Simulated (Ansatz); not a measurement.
**Energy landscape of SnGe**

4 relaxations of SnGe ended in 4 distinct structures. Method: PBEsol (plane waves to 420 eV, PAW, scalar-relativistic; Ansatz, an electronic-structure program).

| # | space group | Pearson | type | E − E(lowest) (eV/atom) | V (Å³/atom) | runs ending here |
|---|---|---|---|---|---|---|
| 1 | R-3m | hR8 | – | 0.00 | 28.62 | 1 |
| 2 | C2/m | mS16 | – | 0.00 | 28.52 | 1 |
| 3 | Pm | mP8 | – | 0.02 | 28.60 | 1 |
| 4 | P6/mmm | hP6 | – | 0.24 | 25.46 | 1 |

All are gapless at this level. R-3m, hR8 is the lowest among the structures calculated here, level within the accuracy with C2/m, mS16.

```cif
data_Ge12Sn12
_chemical_formula_sum 'Sn12 Ge12'
_space_group_name_H-M_alt 'R-3m :H'
_space_group_IT_number 166
_space_group_name_Hall '-R 3 2"'
_cell_length_a 4.32511
_cell_length_b 4.32511
_cell_length_c 42.40398
_cell_angle_alpha 90.000
_cell_angle_beta 90.000
_cell_angle_gamma 120.000
loop_
_atom_site_label
_atom_site_type_symbol
_atom_site_symmetry_multiplicity
_atom_site_Wyckoff_symbol
_atom_site_fract_x
_atom_site_fract_y
_atom_site_fract_z
_atom_site_occupancy
Sn1 Sn 6 c 0.00000 0.00000 0.03344 1
Sn2 Sn 6 c 0.00000 0.00000 0.21648 1
Ge1 Ge 6 c 0.00000 0.00000 0.47099 1
Ge2 Ge 6 c 0.00000 0.00000 0.27893 1
```
(The calculation used a cell of 8 atoms; values per cell refer to that cell.)

Each run could gain symmetry but not lose that of its start, so entries can be saddle points. All of these are generated cells (placed on structure types, drawn at random, substituted or restacked) that were not matched to a known phase here. The real structure of this composition may not be among these, and whether this composition forms is not checked here. Energies are at zero temperature and pressure, without zero-point motion. No spin polarisation in the result.
